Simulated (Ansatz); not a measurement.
BeSe:
```yaml
crystal:
  lattice:
    - [0.00000, 2.58886, 2.58886]
    - [2.58886, 0.00000, 2.58886]
    - [2.58886, 2.58886, 0.00000]
  atoms:
    - { symbol: Be, position: [0.50000, 0.50000, 0.50000] }
    - { symbol: Se, position: [0.75000, 0.75000, 0.75000] }
```

Relaxed with PBE. Special points in fractions of this cell's reciprocal vectors: Γ (0.000, 0.000, 0.000); X (0.500, 0.000, 0.500); U (0.625, 0.250, 0.625); K (0.375, 0.375, 0.750); L (0.500, 0.500, 0.500); W (0.500, 0.250, 0.750).

Q: List the band energies nearest the valence-band maximum at these points for the program Ansatz at the PBE level (PAW).

A: In eV from the valence-band maximum; about four levels below and three above (degenerate sets whole), none deeper than 8.9 eV; points with the same levels are listed once.

```tsv
k	below	above
Γ	0.00 0.00 0.00	4.22 5.02 5.02 5.02
X	-4.97 -2.58 -2.58	2.67 4.22 11.56 11.56
U	-4.56 -3.91 -2.16	3.78 6.80 9.62
L	-5.58 -1.05 -1.05	4.27 5.98 5.98
W	-4.33 -3.70 -3.20	6.13 7.07 7.39
```

Space group F-43m (zinc blende). The cell was relaxed with PBE under the symmetry of its start; phonons on a q-mesh show no instability. The volume moved by 28 % from the start of the relaxation. Spin–orbit coupling is left out wherever it is not named.

Potentials: the later of the program's two PAW sets.
